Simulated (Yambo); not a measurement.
Yambo run on Cu$_{2}$O (space group Pn-3m, No. 224). The wavefunctions are PBEsol (Quantum ESPRESSO, PseudoDojo norm-conserving, 92 Ry, no spin-orbit coupling) ones on a 4×4×4 mesh (44 occupied bands); a = b = c = 4.247 Å, α = β = γ = 90.00°.

Yambo input:

```
rim_cut
HF_and_locXC
RandQpts= 1000000
RandGvec= 1 Ry
EXXRLvcs= 92 Ry
VXCRLvcs= 368 Ry
% QPkrange
 1 | 1 | 44 | 45 |
 3 | 3 | 44 | 45 |
 6 | 6 | 44 | 45 |
 10 | 10 | 44 | 45 |
%
```

k points by index: 1 = Γ, 3 = X, 6 = M, 10 = R.

The o-*.hf file then holds:

```
#    K-point    Band    Eo [eV]    Ehf [eV]    Vxc [eV]    Vnlxc [eV]
#
    1    44    0.000000    -5.968976    -29.41126    -35.38024
    1    45    0.484629    2.781834    -28.11901    -25.82180
    3    44    -0.422321    -6.288431    -28.98142    -34.84753
    3    45    2.206047    5.580552    -23.80896    -20.43446
    6    44    -0.674529    -6.976621    -28.84801    -35.15010
    6    45    1.845047    5.209196    -18.56326    -15.19911
    10    44    -0.546875    -7.341951    -29.09499    -35.89007
    10    45    2.323355    6.271991    -12.72403    -8.775389
```
Exchange alone, without screening.

Geometry of the Materials Project entry, not relaxed at this level.
